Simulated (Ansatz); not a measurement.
BeTe:
```xyz
2
Lattice="0.0000 2.7772 2.7772 2.7772 0.0000 2.7772 2.7772 2.7772 0.0000" Properties=species:S:1:pos:R:3 pbc="T T T"
Te     4.1659     4.1659     4.1659
Be     0.0000     0.0000     0.0000
```

Tensor components refer to the Cartesian frame of this cell.

Give the proper piezoelectric stress tensor with relaxed ions from LDA in the plane-wave PAW code Ansatz.

In C/m², rows x, y, z, Voigt columns; mesh uncertainty up to 0.00.
```
0.00  0.00  0.00  0.17  0.00  0.00
0.00  0.00  0.00  0.00  0.17  0.00
0.00  0.00  0.00  0.00  0.00  0.17
```

The elastic tensor of the same run (GPa):

|  | 1 | 2 | 3 | 4 | 5 | 6 |
|---|---|---|---|---|---|---|
| 1 | 106 | 42.8 | 42.8 | 0.0 | 0.0 | 0.0 |
| 2 | 42.8 | 106 | 42.8 | 0.0 | 0.0 | 0.0 |
| 3 | 42.8 | 42.8 | 106 | 0.0 | 0.0 | 0.0 |
| 4 | 0.0 | 0.0 | 0.0 | 53.3 | 0.0 | 0.0 |
| 5 | 0.0 | 0.0 | 0.0 | 0.0 | 53.3 | 0.0 |
| 6 | 0.0 | 0.0 | 0.0 | 0.0 | 0.0 | 53.3 |

Convert to strain constants d = e·S.

In pC/N:
```
0.0  0.0  0.0  3.2  0.0  0.0
0.0  0.0  0.0  0.0  3.2  0.0
0.0  0.0  0.0  0.0  0.0  3.2
```

Space group F-43m (zinc blende). Symmetry was held in the LDA relaxation; of distortions, only those at the zone centre were tested. Spin–orbit coupling is left out wherever it is not named.

Potentials: the later of the program's two PAW sets.
